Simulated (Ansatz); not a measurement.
SnTeO₃:
```
CELL_PARAMETERS angstrom
      3.26488     1.88498     4.74206
     -3.26488     1.88498     4.74206
      0.00000    -3.76996     4.74206
ATOMIC_POSITIONS crystal
  Sn 0.52998 0.52998 0.52998
  Sn 0.02998 0.02998 0.02998
  Te 0.81459 0.81459 0.81459
  Te 0.31459 0.31459 0.31459
  O  0.39240 0.15561 0.63451
  O  0.63451 0.39240 0.15561
  O  0.15561 0.63451 0.39240
  O  0.13451 0.65561 0.89240
  O  0.65561 0.89240 0.13451
  O  0.89240 0.13451 0.65561
```

PBE in the plane-wave PAW code Ansatz gives a gap of 2.44 eV without spin–orbit coupling, maximum at Γ, minimum on the S2–F line, 13 % of the way from S2.

Problem. What happens when spin–orbit coupling is switched on?

Solution. The gap falls by 0.07 eV, to 2.37 eV; maximum at Γ, minimum at S0.

Problem. Give the electron effective mass with spin–orbit coupling.

Solution. 0.70, 0.90, 1.4 mₑ (principal values).

Problem. Give the hole effective mass with spin–orbit coupling.

Solution. 1.3, 1.3, 4.1 mₑ (principal values).

Space group R3c. The start of the workflow was typed in or built on a structure type; neither database checked (COD, Materials Project) lists it. Its standing as an ambient phase is unchecked. The PBE relaxation kept the symmetry of its start; its stability against distortions is not shown here. The volume moved by 33 % from the start of the relaxation.

Potentials: the later of the program's two PAW sets.
